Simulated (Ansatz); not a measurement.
All-electron LAPW in Ansatz 0.2.0 under PBEsol, scalar-relativistic, energies extrapolated to zero smearing. Slabs are 1×1 cells cut from bulk crystals relaxed on PAW files, with atoms then relaxed, 16 to 20 Å of vacuum, a dipole correction, k spacings of 0.16 to 0.26 Å⁻¹ and smearing of 0.02 to 0.1 eV, without spin–orbit coupling; Cr, Mn, Fe, Co, Ni, Eu and Gd start ferromagnetic, the others run without spin. The bulk type named needn't be the stable one, and no reconstruction is allowed.

```csv
slab,area (Å²),γ (J/m²),Φ (eV),Δd12 (%)
"hcp Hf (0001), 5 layers",8.64,?,4.46,-6.2
"bcc Ta (110), 5 layers",7.61,2.61,4.83,-4.3
"hcp Zn (0001), 4 layers",5.81,?,4.19,-2.3
"fcc Ni (111), 6 layers",5.20,2.34,5.23,-1.4
"fcc Rh (100), 5 layers",7.15,2.85,5.23,-4.5
"fcc Ni (111), 7 layers",5.20,2.32,5.23,-1.4
```

Task: What belongs in the row "hcp Hf (0001), 5 layers", column "γ (J/m²)"?

Result: 1.90.

Task: Fill in "γ (J/m²)" for the row "hcp Zn (0001), 4 layers".

Result: 0.46.
